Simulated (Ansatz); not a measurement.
KBr:
```cif
data_BrK
_chemical_formula_sum 'K1 Br1'
_space_group_name_H-M_alt 'P 1'
_space_group_IT_number 1
_cell_length_a 4.74152
_cell_length_b 4.74152
_cell_length_c 4.74152
_cell_angle_alpha 60.000
_cell_angle_beta 60.000
_cell_angle_gamma 60.000
loop_
_space_group_symop_operation_xyz
  'x, y, z'
loop_
_atom_site_label
_atom_site_type_symbol
_atom_site_fract_x
_atom_site_fract_y
_atom_site_fract_z
_atom_site_occupancy
K1 K 0.00000 0.00000 0.00000 1
Br1 Br 0.50000 0.50000 0.50000 1
```

Relaxed with PBE.

### Question
Which orbitals make up the states near the band edges in PBE in the plane-wave PAW code Ansatz?

### Answer
Top 1 eV of the valence band: Br 4p 96 %. Bottom 1 eV of the conduction band: K 4s 74 %, Br 4s 17 %, Br 4p 6 %. Projections are on Löwdin-orthogonalised atomic valence shells; empty p or d shells of many metals are not among them.

### Question
Tabulate the density of states.

### Answer
States/eV per cell of 2 atoms, in 0.25 eV bins, energy from the valence-band maximum.

```csv
E (eV),total,Br 4p,K 4s,Br 4s
-7.85,0.00,0.00,0.00,0.00
-7.60,0.00,0.00,0.00,0.00
-7.35,0.00,0.00,0.00,0.00
-7.10,0.00,0.00,0.00,0.00
-6.85,0.00,0.00,0.00,0.00
-6.60,0.00,0.00,0.00,0.00
-6.35,0.00,0.00,0.00,0.00
-6.10,0.00,0.00,0.00,0.00
-5.85,0.00,0.00,0.00,0.00
-5.60,0.00,0.00,0.00,0.00
-5.35,0.00,0.00,0.00,0.00
-5.10,0.00,0.00,0.00,0.00
-4.85,0.00,0.00,0.00,0.00
-4.60,0.00,0.00,0.00,0.00
-4.35,0.00,0.00,0.00,0.00
-4.10,0.00,0.00,0.00,0.00
-3.85,0.00,0.00,0.00,0.00
-3.60,0.00,0.00,0.00,0.00
-3.35,0.00,0.00,0.00,0.00
-3.10,0.00,0.00,0.00,0.00
-2.85,0.00,0.00,0.00,0.00
-2.60,0.00,0.00,0.00,0.00
-2.35,0.00,0.00,0.00,0.00
-2.10,0.00,0.00,0.00,0.00
-1.85,0.00,0.00,0.00,0.00
-1.60,0.00,0.00,0.00,0.00
-1.35,0.00,0.00,0.00,0.00
-1.10,0.40,0.34,0.06,0.00
-0.85,5.33,4.79,0.47,0.02
-0.60,3.02,2.85,0.11,0.01
-0.35,11.96,11.76,0.03,0.00
-0.10,3.29,3.25,0.00,0.00
0.15,0.00,0.00,0.00,0.00
0.40,0.00,0.00,0.00,0.00
0.65,0.00,0.00,0.00,0.00
0.90,0.00,0.00,0.00,0.00
1.15,0.00,0.00,0.00,0.00
1.40,0.00,0.00,0.00,0.00
1.65,0.00,0.00,0.00,0.00
1.90,0.00,0.00,0.00,0.00
2.15,0.00,0.00,0.00,0.00
2.40,0.00,0.00,0.00,0.00
2.65,0.00,0.00,0.00,0.00
2.90,0.00,0.00,0.00,0.00
3.15,0.00,0.00,0.00,0.00
3.40,0.00,0.00,0.00,0.00
3.65,0.00,0.00,0.00,0.00
3.90,0.00,0.00,0.00,0.00
4.15,0.00,0.00,0.00,0.00
4.40,0.02,0.00,0.02,0.00
4.65,0.08,0.00,0.06,0.02
4.90,0.13,0.01,0.10,0.02
5.15,0.18,0.01,0.14,0.03
5.40,0.24,0.02,0.18,0.03
5.65,0.32,0.03,0.23,0.04
5.90,0.47,0.03,0.30,0.04
6.15,1.07,0.05,0.40,0.05
6.40,1.67,0.06,0.48,0.04
6.65,2.31,0.05,0.47,0.03
6.90,2.50,0.06,0.53,0.03
7.15,1.94,0.04,0.51,0.03
7.40,2.16,0.07,0.68,0.02
7.65,2.30,0.10,0.79,0.01
7.90,1.07,0.05,0.30,0.00
8.15,1.13,0.01,0.22,0.00
8.40,2.04,0.02,0.25,0.00
8.65,3.00,0.02,0.14,0.00
8.90,4.43,0.02,0.09,0.00
9.15,4.49,0.02,0.07,0.00
```

Space group Fm-3m (rock salt). Symmetry was held in the PBE relaxation. Spin–orbit coupling is left out wherever it is not named.

Potentials: the later of the program's two PAW sets.
